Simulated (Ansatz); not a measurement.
**A run on RbBr$_{3}$ that went wrong**

Someone meant to compute RbBr$_{3}$ with PBE, plane waves and PAW in Ansatz and wrote this input.

```yaml
crystal:
  lattice:
    - [-2.2585671, 2.2585671, 6.43700423]
    - [2.2585671, -2.2585671, 6.43700423]
    - [2.2585671, 2.2585671, -6.43700423]
  atoms:
    - { symbol: Rb, position: [0.0, 0.0, 0.0] }
    - { symbol: Br, position: [0.75, 0.25, 0.5] }
    - { symbol: Br, position: [0.25, 0.75, 0.5] }
    - { symbol: Br, position: [0.5, 0.5, 0.0] }
basis:
  ecutwfc: 130
kpoints:
  mp_grid: { grid: [14, 14, 14] }
hamiltonian:
  xc: pbe
scf:
  occupations: { method: gaussian, width: 0.1 }
output:
  forces: true
  stress: true
  eigenvalues: true
```

Output, shortened (HF is the Harris–Foulkes energy, dr2 the density residual in eV):

```text
Pseudopotential: Rb, paw, valence charge 9, recommended cutoff 420 eV (normal)
Pseudopotential: Br, paw, valence charge 7, recommended cutoff 420 eV (normal)
Crystal: 4 atoms, lattice volume = 131.344 Å³
Basis set: ecut = 130 eV, 427 PW (Γ), FFT grids on a1+a3, a2+a3, a3, exchange–correlation on 36×36×54 points (8 copies of the dense FFT grid, shifted against one another)
Bands: 19, of which v1, the nominal top of the filled ones, is band 15 counted from 1 (14 counted from 0)
Symmetry: 16 space group operations
Space group: I4/mmm (ITA 139), of the structure as read, at distance tolerance 5.1e-5 Å
k-points: 244 of 2744
Initial density: superposition of atomic densities, corrected by the library's trained network
SCF iter   1: HF=-11601.854357 eV  Δρ=3.48e-2  dr2=1.03e0
SCF iter   2: HF=-11601.810977 eV  Δρ=1.87e-2  dr2=3.19e-1
SCF iter   3: HF=-11601.764710 eV  Δρ=1.18e-3  dr2=2.46e-3
SCF iter   4: HF=-11601.765029 eV  Δρ=3.03e-4  dr2=6.73e-4
   ...
SCF iter   7: HF=-11601.767548 eV  Δρ=2.87e-5  dr2=3.01e-6
SCF iter   8: HF=-11601.767548 eV  Δρ=9.27e-6  dr2=2.58e-7
SCF iter   9: F=-11601.767548 eV  HF=-11601.767548 eV  Δρ=1.53e-6  dr2=5.02e-9
the search or the solves at the SCF's close seem to have found levels that the self-consistency loop had missed (the run counts 4). By its estimate they hold under 1e-12 electrons; where the run keeps them, the occupations were computed again with them
SCF 1 converged in 9 iterations: F = -11601.767548 eV  dr2 = 5.02e-9
SCF converged after 9 iterations
Free energy (F): -11601.767548 eV
E sigma→0 (E₀):  -11601.753871 eV
Entropy (-TS):   -0.027354 eV (-6.839 meV/atom)
Fermi energy:    2.308881 eV
--- Forces (eV/Å), atoms counted from 1 ---
  atom   1  Rb     0.00000000     0.00000000    -0.00000000
  atom   2  Br     0.00000000     0.00000000     0.00000000
  atom   3  Br    -0.00000000    -0.00000000     0.00000000
  atom   4  Br     0.00000000     0.00000000    -0.00000000
--- Stress (GPa, compression-positive) ---
        0.392955       0.000000       0.000000
        0.000000       0.392955       0.000000
       -0.000000      -0.000000       0.519162
  P = ⅓ Tr σ = 0.4350 GPa (4.350 kbar)
```

**Question.** The run converged, but its numbers aren't those of the intended crystal and state. Why?

**Answer.** The fault is a cutoff far under the potentials' need. The plane waves can't represent the pseudo-wavefunctions. The cure is the recommended cutoff.

The change to the input:

```diff
 basis:
-  ecutwfc: 130
+  ecutwfc: 420
```

Result of the mended run: a pressure of 0.69 GPa, no gap. The faulty run's energy lay 4.39 eV per atom higher.